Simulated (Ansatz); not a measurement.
Clean, relaxed (100) surface of Al, space group Fm-3m (No. 225) (top face towards +c; atoms held fixed, by place in the list: 1, 2, 3, 4, 5, 6, 7, 8):

```xyz
16
Lattice="5.6324 0.0000 0.0000 0.0000 5.6324 0.0000 0.0000 0.0000 22.9741" Properties=species:S:1:pos:R:3 pbc="T T T"
Al    1.4081    1.4081    8.5000
Al    1.4081    4.2243    8.5000
Al    4.2243    1.4081    8.5000
Al    4.2243    4.2243    8.5000
Al    2.8162    2.8162   10.4914
Al    2.8162    0.0000   10.4914
Al    0.0000    2.8162   10.4914
Al    0.0000    0.0000   10.4914
Al    4.2243    4.2243   12.5660
Al    4.2243    1.4081   12.5660
Al    1.4081    4.2243   12.5660
Al    1.4081    1.4081   12.5660
Al    0.0000    0.0000   14.6297
Al    0.0000    2.8162   14.6297
Al    2.8162    0.0000   14.6297
Al    2.8162    2.8162   14.6297
```

Theory: DFT PBE+D3(BJ), scalar-relativistic, plane waves, PAW (Ansatz 0.2.0). Cutoff 420 eV; k points 5×5×1 on the computed 16-atom cell (Γ-centred); Gaussian smearing, width 0.10 eV; no spin polarisation. A dipole correction removes the field between periodic images along c.

CH₃ is adsorbed on the top face, one adsorbate per 31.7 Å², and relaxed from 3 starting sites (fractions of a and b). The adsorption energy is E(slab + adsorbate) − E(slab) − E(free adsorbate, spin-polarised where open-shell). Heights count from the highest slab atom after relaxation. Δφ is the top face's. Δp counts per cell along +c. Bonded neighbours lie within 1.25 times the sum of covalent radii (1.35 for H) and, on that scale, within 12 % of the closest. With the adsorbate the cell is lengthened along c to keep the vacuum.

| start | ends at | E_ads (eV) | height (Å) | shortest contact | Δφ (eV) | Δp (e·Å) | whole? |
| --- | --- | --- | --- | --- | --- | --- | --- |
| top (Al) at (0.00, 0.00) | (0.01, 0.00), 1 bonded neighbour (Al) | -1.95 | 2.01 | C–Al 2.01 Å | +0.07 | -0.008 | yes |
| bridge (Al-Al) at (0.00, 0.25) | (0.01, 0.00), 1 bonded neighbour (Al) | -1.95 | 2.01 | C–Al 2.01 Å | +0.07 | -0.009 | yes |
| hollow (over Al) at (0.75, 0.75) | (0.51, 0.01), 1 bonded neighbour (Al) | -1.95 | 2.01 | C–Al 2.01 Å | +0.07 | -0.009 | yes |

Among the sites tried, the lowest end comes from the hollow (over Al) at (0.75, 0.75) start; the top (Al) at (0.00, 0.00) and the bridge (Al-Al) at (0.00, 0.25) starts ended within 0.02 eV of it, though not always at the same place; other sites may lie lower.

Each end is the local minimum or symmetric point that its start leads to. The slab is only 6.0 Å thick, so the energies aren't converged with thickness.

The adsorbed runs have no spin polarisation, so weakly bound open-shell ends lie too high.